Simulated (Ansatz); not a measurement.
Sc₄N₃O:
```cif
data_N3OSc4
_chemical_formula_sum 'Sc4 O1 N3'
_space_group_name_H-M_alt 'Pm-3m'
_space_group_IT_number 221
_space_group_name_Hall '-P 4 2 3'
_cell_length_a 4.49435
_cell_length_b 4.49435
_cell_length_c 4.49435
_cell_angle_alpha 90.000
_cell_angle_beta 90.000
_cell_angle_gamma 90.000
loop_
_atom_site_label
_atom_site_type_symbol
_atom_site_symmetry_multiplicity
_atom_site_Wyckoff_symbol
_atom_site_fract_x
_atom_site_fract_y
_atom_site_fract_z
_atom_site_occupancy
Sc1 Sc 3 c 0.00000 0.50000 0.50000 1
Sc2 Sc 1 a 0.00000 0.00000 0.00000 1
O1 O 1 b 0.50000 0.50000 0.50000 1
N1 N 3 d 0.00000 0.00000 0.50000 1
```

Relaxed with PBE.

**Question.** Which orbitals make up the states near the Fermi level in DFT-PBE in the program Ansatz with PAW potentials?

**Answer.** Within 0.5 eV of the Fermi level: Sc 3d 84 %, N 2p 11 %. Projections are on Löwdin-orthogonalised atomic valence shells; empty p or d shells of many metals are not among them.

**Question.** Tabulate the density of states.

**Answer.** States/eV per cell of 8 atoms, in 0.25 eV bins, energy from the Fermi level.

```csv
E (eV),total,Sc 3d,N 2p,O 2p
-7.85,0.00,0.00,0.00,0.00
-7.60,0.00,0.00,0.00,0.00
-7.35,0.08,0.02,0.01,0.04
-7.10,1.29,0.30,0.13,0.74
-6.85,3.67,0.74,0.24,2.36
-6.60,4.90,0.84,0.25,3.40
-6.35,3.73,0.55,0.22,2.68
-6.10,3.83,0.50,0.29,2.77
-5.85,6.38,0.68,0.51,4.84
-5.60,1.14,0.18,0.37,0.48
-5.35,1.09,0.28,0.64,0.02
-5.10,3.16,0.78,1.80,0.21
-4.85,4.48,1.08,2.61,0.30
-4.60,4.19,1.02,2.50,0.27
-4.35,4.75,1.25,2.83,0.34
-4.10,4.57,1.11,2.88,0.28
-3.85,14.19,3.71,9.56,0.29
-3.60,9.58,2.57,6.48,0.20
-3.35,7.25,2.04,4.94,0.07
-3.10,6.06,1.54,4.25,0.09
-2.85,4.45,1.02,3.23,0.06
-2.60,2.90,0.63,2.18,0.01
-2.35,2.20,0.42,1.71,0.01
-2.10,1.38,0.23,1.11,0.01
-1.85,0.60,0.08,0.49,0.01
-1.60,0.15,0.02,0.13,0.00
-1.35,0.04,0.04,0.00,0.00
-1.10,0.31,0.26,0.04,0.00
-0.85,0.52,0.44,0.06,0.00
-0.60,0.80,0.68,0.10,0.01
-0.35,1.04,0.88,0.12,0.02
-0.10,1.24,1.04,0.15,0.03
0.15,1.53,1.29,0.17,0.04
0.40,1.92,1.62,0.21,0.05
0.65,2.09,1.77,0.21,0.06
0.90,2.59,2.20,0.26,0.07
1.15,3.25,2.78,0.31,0.09
1.40,3.61,3.07,0.34,0.10
1.65,4.14,3.51,0.39,0.11
1.90,4.39,3.77,0.38,0.11
2.15,4.21,3.65,0.35,0.08
2.40,6.48,5.59,0.61,0.11
2.65,6.65,5.77,0.46,0.17
2.90,10.23,8.73,0.59,0.30
3.15,12.40,10.78,0.66,0.32
3.40,11.86,10.45,0.67,0.24
3.65,12.18,10.76,0.79,0.19
3.90,13.12,11.53,0.90,0.16
```

The start of the workflow was typed in or built on a structure type; neither database checked (COD, Materials Project) lists it. Its standing as an ambient phase is unchecked. The PBE relaxation kept the symmetry of its start; its stability against distortions is not shown here. The run is not spin-polarised. With an odd number of electrons in the cell and no spin polarisation, the count alone makes it a metal.

Potentials: the earlier of the program's two PAW sets.
